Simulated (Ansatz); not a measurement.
RbH:
```yaml
crystal:
  lattice:
    - [0.00000, 2.89319, 2.89319]
    - [2.89319, 0.00000, 2.89319]
    - [2.89319, 2.89319, 0.00000]
  atoms:
    - { symbol: Rb, position: [0.50000, 0.50000, 0.50000] }
    - { symbol: H, position: [0.00000, 0.00000, 0.00000] }
```

Cartesian axes are those of the cell as given.

**Question.** Give the high-frequency dielectric tensor and the Born effective charge tensors of the independent atoms from DFPT, DFT-LDA in the program Ansatz with PAW potentials.

**Answer.** 
ε∞:
```
3.14  0.00  0.00
0.00  3.14  0.00
0.00  0.00  3.14
```
Z* of atom 1 (Rb), rows: field, columns: displacement, in e:
```
1.03  0.00  0.00
0.00  1.03  0.00
0.00  0.00  1.03
```
Z* of atom 2 (H), rows: field, columns: displacement, in e:
```
-1.03   0.00   0.00
 0.00  -1.03   0.00
 0.00   0.00  -1.03
```

Space group Fm-3m (rock salt). The workflow started from a Materials Project entry (that database holds measured and hypothetical structures alike); the Crystallography Open Database files this formula in space group No. 225, but the cells were not matched. Whether it is the stable phase at ambient conditions was not checked. Symmetry was held in the LDA relaxation; phonons on a q-mesh show no instability. Spin–orbit coupling is left out wherever it is not named.

Potentials: the later of the program's two PAW sets.
